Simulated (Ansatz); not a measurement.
BeSe:
```
CELL_PARAMETERS angstrom
      3.61512     0.00000     0.00000
     -1.80756     3.13079     0.00000
      0.00000     0.00000     5.96395
ATOMIC_POSITIONS crystal
  Be 0.33333 0.66667 0.99936
  Se 0.66667 0.33333 0.12564
  Be 0.66667 0.33333 0.49936
  Se 0.33333 0.66667 0.62564
```

The program Ansatz at the PBEsol level (PAW) gives a gap of 3.09 eV without spin–orbit coupling, maximum at Γ, minimum at K.

### Question
What happens when spin–orbit coupling is switched on?

### Answer
The gap shrinks by 0.15 eV, to 2.94 eV; maximum at Γ, minimum at K.

### Question
Give the electron effective mass with spin–orbit coupling.

### Answer
0.28, 0.48, 0.48 mₑ (principal values).

### Question
Give the hole effective mass with spin–orbit coupling.

### Answer
0.31, 0.31, 1.1 mₑ (principal values).

Space group P6_3mc (wurtzite). The start of the workflow was typed in or built on a structure type; neither database checked (COD, Materials Project) lists it. COD files the formula under space group No. 216. Its standing as an ambient phase is unchecked. The PBEsol relaxation kept the symmetry of its start; its stability against distortions is not shown here.

Potentials: the earlier of the program's two PAW sets. The files were generated under PBE; for other functionals the program regenerates the frozen cores, and for LDA and PBEsol the local potential too.
